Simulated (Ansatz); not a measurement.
Simulated powder pattern, Cu Kα, λ = 1.54184 Å (kinematic, ideal powder, no thermal factors, no anomalous dispersion; the 30 strongest lines at most, above 1 %, up to 2θ = 90°):

| 2θ (°) | d (Å) | I/Imax (%) |
|---|---|---|
| 16.20 | 5.470 | 1.4 |
| 31.47 | 2.842 | 100 |
| 32.74 | 2.735 | 51 |
| 32.90 | 2.723 | 81 |
| 38.12 | 2.360 | 6.2 |
| 41.67 | 2.167 | 40 |
| 50.02 | 1.823 | 2.4 |
| 50.13 | 1.820 | 41 |
| 54.91 | 1.672 | 30 |
| 55.12 | 1.666 | 45 |
| 64.86 | 1.437 | 13 |
| 65.61 | 1.423 | 39 |
| 65.70 | 1.421 | 9.8 |
| 68.63 | 1.367 | 2.8 |
| 68.99 | 1.361 | 1.1 |
| 71.14 | 1.325 | 4.2 |
| 71.41 | 1.321 | 7.8 |
| 77.62 | 1.230 | 4.0 |
| 77.71 | 1.229 | 11 |
| 81.57 | 1.180 | 9.2 |
| 83.61 | 1.157 | 11 |
| 89.61 | 1.094 | 1.8 |

The pattern belongs to a structure relaxed with r²SCAN+D4 in the plane-wave PAW code Ansatz.

Question: Which compound is it?
A. Ge2BN, R3m (B on 3a, N on 3a, Ge on 3a, Ge on 3a)
B. Si2MoN4, P6_3/mmc (Mo on 2c, N on 4f, Si on 4f, N on 4e)
C. Ge, diamond
D. BP, P6_3/mmc (B on 2c, P on 2d)

Answer: A, Ge2BN, R3m (B on 3a, N on 3a, Ge on 3a, Ge on 3a)

Question: Give the lattice parameters.

Answer: a = 3.333 Å, c = 16.410 Å.

The start of the workflow was typed in or built on a structure type; neither database checked (COD, Materials Project) lists it. Whether it is the stable phase at ambient conditions was not checked. The r²SCAN+D4 relaxation kept the symmetry of its start; whether a distortion lowers the energy is not shown. Its formation energy is positive at this level, so the cell may be metastable or incomplete.

Potentials: the earlier of the program's two PAW sets.
